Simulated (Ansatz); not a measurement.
In:
```
CELL_PARAMETERS angstrom
      3.29085     0.00000     0.00000
     -1.64543     2.84996     0.00000
      0.00000     0.00000     5.56008
ATOMIC_POSITIONS crystal
  In 0.33333 0.66667 0.25000
  In 0.66667 0.33333 0.75000
```

Relaxed with r²SCAN+D4. Special points in fractions of this cell's reciprocal vectors: Γ (0.000, 0.000, 0.000); M (0.500, 0.000, 0.000); K (0.333, 0.333, 0.000); A (0.000, 0.000, 0.500); L (0.500, 0.000, 0.500); H (0.333, 0.333, 0.500).

Problem. List the band energies nearest the Fermi level at these points for r²SCAN+D4 (plane waves, PAW; program Ansatz).

Solution. In eV from the Fermi level; about four levels below and three above (degenerate sets whole), none deeper than 8.9 eV; … stands for higher levels left out; points with the same levels are listed once.

```
k                    below            above
-  -----------------------  ---------------
Γ              -4.96 -3.79  9.24 9.24 10.35
M              -5.04 -4.36   0.05 0.07 0.82
K        -3.39 -3.39 -1.91   1.87 1.87 2.11
A              -8.74 -8.74      2.69 2.69 …
L  -3.71 -3.71 -2.90 -2.90      6.06 6.06 …
H  -1.52 -1.52 -0.50 -0.50                …
```

Space group P6_3/mmc (hcp (Mg type)). The first step of the workflow began from a Materials Project structure, measured or hypothetical; the Crystallography Open Database copy checked does not list it. It is not the phase usual at ambient conditions (space group No. 139). Symmetry was held in the r²SCAN+D4 relaxation; whether a distortion lowers the energy is not shown. The pairwise dispersion correction was not fitted to metals. Spin–orbit coupling is left out wherever it is not named.

Potentials: the later of the program's two PAW sets.
